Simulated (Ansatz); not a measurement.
The start is a relaxed NaF cell, doubled along one cell vector, shaken by Gaussian noise of σ = 0.08 Å a coordinate. The structure is fully relaxed (lattice and positions, P = 0) with PBEsol (plane waves to 420 eV, PAW, scalar-relativistic; Ansatz, a quantum-chemistry and plane-wave program). The first steps use a coarse 5×9×9 k-mesh.

The start:
```yaml
crystal:
  lattice:
    - [0.00000, 4.62944, 4.62944]
    - [2.31472, 0.00000, 2.31472]
    - [2.31472, 2.31472, 0.00000]
  atoms:
    - { symbol: F, position: [0.99770, 0.94508, 0.02604] }
    - { symbol: F, position: [0.49610, 0.99825, 0.98337] }
    - { symbol: Na, position: [0.23873, 0.48375, 0.51868] }
    - { symbol: Na, position: [0.74247, 0.46640, 0.54092] }
```

```json
{
 "energy_released": "0.008 eV/atom",
 "Shortest distances (start → end)": "The closest pairs of elements (up to four, under 3.6 Å), start → end: F–Na 2.23 → 2.31 Å; F–F 3.18 → 3.27 Å; Na–Na 3.23 → 3.27 Å",
 "band_gap_at_the_end": "6.20 eV, direct at Γ (no spin-orbit coupling)",
 "optimiser_moves": "3"
}
```

Final structure:

Space group Fm-3m (No. 225); a = 4.6290 Å, b = 4.6290 Å, c = 4.6290 Å, α = 90.00°, β = 90.00°, γ = 90.00°

```csv
atom,site,symmetry,x,y,z
F,4b,m-3m,0.5000,0.5000,0.5000
Na,4a,m-3m,0.0000,0.0000,0.0000
```
(The calculation used a cell of 2 atoms; values per cell refer to that cell.)

Final values are on a 12×12×12 k-mesh of the relaxed cell. No spin polarisation in the result.
